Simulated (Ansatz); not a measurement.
Generalised stacking fault of MgO (rock salt) on the {100} plane. The cell below holds the perfect crystal with the plane normal along z; tilting its third vector by the shift puts one fault into each cell, between planes 2.13 Å apart, at fixed cell height.

```
MgO
1.0
    3.00835     0.00000     0.00000
    0.00000     3.00835     0.00000
    1.50418     1.50418     6.38167
O Mg
3 3
Direct
  0.00000   0.00000   0.83333
  0.33333   0.33333   0.16667
  0.66667   0.66667   0.50000
  0.50000   0.50000   0.83333
  0.83333   0.83333   0.16667
  0.16667   0.16667   0.50000
```

In-plane vectors a = (3.008, 0.000) Å, b = (0.000, 3.008) Å, area 9.05 Å². The shift is s times the vector a (length 3.008 Å), so s = 1 restores the start. The shift is rigid: no atom relaxes. γ = [E(shift) − E(0)] / area.

All values below come from PBE (plane waves to 420 eV, PAW, scalar-relativistic; Ansatz, a program for electronic structure). k mesh 9×9×9 (Γ-centred), Fermi-Dirac smearing 0.05 eV. Energies are extrapolated to zero smearing. Faults lie only 6.4 Å apart, and holding the cell height and the atoms raises γ above its relaxed value. MgO was relaxed with its symmetry unable to fall. The PAW data are Ansatz's earlier set. The zero of γ is zero shift.

```
s      γ (mJ/m²)
-----  ---------
0.000          0
0.083        190
0.167   withheld
0.250       1488
0.333       2293
0.417       2910
0.500       3143
0.583       2910
0.667       2293
0.750       1488
0.833   withheld
0.917        190
```

**Question.** Fit a Fourier form (three harmonics of 1 − cos and sin) to the given rows and predict γ at s = 0.833.

**Answer.** Least squares on the 10 given rows: γ = (1570.4)·[1 − cos(2πs)] + (-41.7)·[1 − cos(4πs)], in mJ/m²; root-mean-square residual 0.9 mJ/m². At 0.833 the fit gives 723 mJ/m²; the calculation gives 724 mJ/m², so the interpolation is off by -1 (-0.1 %). 

(The slope of γ gives the shear force per area between the displaced halves; near zero shift its curvature is an elastic stiffness.)
